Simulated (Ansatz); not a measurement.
TiB₂:
```cif
data_B2Ti
_chemical_formula_sum 'Ti1 B2'
_space_group_name_H-M_alt 'P 1'
_space_group_IT_number 1
_cell_length_a 3.02446
_cell_length_b 3.02446
_cell_length_c 3.22341
_cell_angle_alpha 90.000
_cell_angle_beta 90.000
_cell_angle_gamma 120.000
loop_
_space_group_symop_operation_xyz
  'x, y, z'
loop_
_atom_site_label
_atom_site_type_symbol
_atom_site_fract_x
_atom_site_fract_y
_atom_site_fract_z
_atom_site_occupancy
Ti1 Ti 0.00000 0.00000 0.00000 1
B1 B 0.33333 0.66667 0.50000 1
B2 B 0.66667 0.33333 0.50000 1
```

This is the r²SCAN-relaxed structure.

Q: All from plane-wave PAW r²SCAN (Ansatz code), unless another level is named. Estimate the Young's modulus.

A: 600 GPa.

Q: Predict the highest zone-centre frequency.

A: 895 cm⁻¹.

Space group P6/mmm. Symmetry was held in the r²SCAN relaxation; of distortions, only those at the zone centre were tested. No spin polarisation was allowed. As this level gives no gap, phonon frequencies hold no LO–TO term and depend on the k-mesh and smearing (Fermi–Dirac, 0.1 eV here).

Potentials: the later of the program's two PAW sets.
